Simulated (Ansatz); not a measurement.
A relaxed cell of Zn5O is given with its symmetry left out. The cell was found from a structure generator's guess, not taken from experiment.

All numbers below come from Ansatz 0.2.0, DFT PBE, scalar-relativistic, plane waves, PAW. Cutoff 420 eV, Γ-centred mesh, Gaussian smearing, no spin polarisation.

```
Zn O
1.0
     6.05787    0.00000    0.00000
     0.00000    6.05787    0.00000
     0.00000    0.00000    2.86754
Zn O
5 1
Direct
  0.27998 0.27998 0.50000
  0.72002 0.72002 0.50000
  0.27998 0.72002 0.50000
  0.72002 0.27998 0.50000
  0.00000 0.00000 0.50000
  0.50000 0.50000 0.00000
```

Formation energies are uncorrected and refer to the elements' standard structures at the same level (O₂ as a molecule).

(1) Find its symmetry and describe it.

(2) How far does it lie from the elements in energy?

(3) Is it a metal?

Results:

(1) P4/mmm (No. 123). Conventional cell: a = 6.058 Å, c = 2.868 Å. Zn on a site of symmetry m2m has 2 O at 2.37 Å, 1 Zn at 2.40 Å, 2 Zn at 2.67 Å and 2 Zn at 2.87 Å; Zn on a site of symmetry 4/mmm is surrounded by 4 Zn at 2.40 Å and 2 Zn at 2.87 Å; O has 8 Zn at 2.37 Å and 2 O at 2.87 Å.

(2) +0.09 eV/atom. A positive value: parting into the elements would lower its energy.

(3) Yes, bands cross the Fermi level on the 6×6×14 mesh.

The last run used a 6×6×14 mesh (in the run's order of axes) for its 6-atom cell and Gaussian smearing of 0.10 eV. Symmetry constrained the relaxation, so the result can be a saddle point. Another cell of Zn5O relaxed alike, in P-6m2, lies 0.38 eV/atom lower, so this cell isn't the stable form at this level.
